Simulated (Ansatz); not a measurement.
Polymorphs of In₂O₃, each relaxed with DFT-r²SCAN in the program Ansatz with PAW potentials:

A: corundum (R-3c)
a = b = 5.508 Å, c = 14.562 Å, α = β = 90.00°, γ = 120.00°

```tsv
atom	site	symmetry	x	y	z
In	12c	3.	0.0000	0.0000	0.1430
O	18e	.2	0.2966	0.2966	0.7500
```

B: La2O3 or Ni2Al3 type (P-3m1)
a = 3.420 Å, b = 3.420 Å, c = 6.094 Å, α = 90.00°, β = 90.00°, γ = 120.00°

```
atom  site  symmetry       x       y       z
----  ----  --------  ------  ------  ------
In      2d       3m.  0.3333  0.6667  0.2372
O       1a      -3m.  0.0000  0.0000  0.0000
O       2d       3m.  0.6667  0.3333  0.3458
```

Question: Put the candidates in order of energy per atom at 0 K, lowest first, for r²SCAN.

Answer: A (+0 meV/atom), B (+148 meV/atom)

Question: Give each one's gap.

Answer: A 1.80 eV; B 1.30 eV.

Constructed cells (a structure type filled with these elements, in neither database checked): B. Not the usual ambient phase: A; B. Unstable at this level: B. All cells were relaxed under the symmetry of their starts (and spin orders); stability against distortions was not tested throughout. Spin–orbit coupling is left out wherever it is not named.

Energies hold the estimated change up to a 700 eV cutoff; steps of a few meV lie near the error of the meshes.

Potentials: the later of the program's two PAW sets.
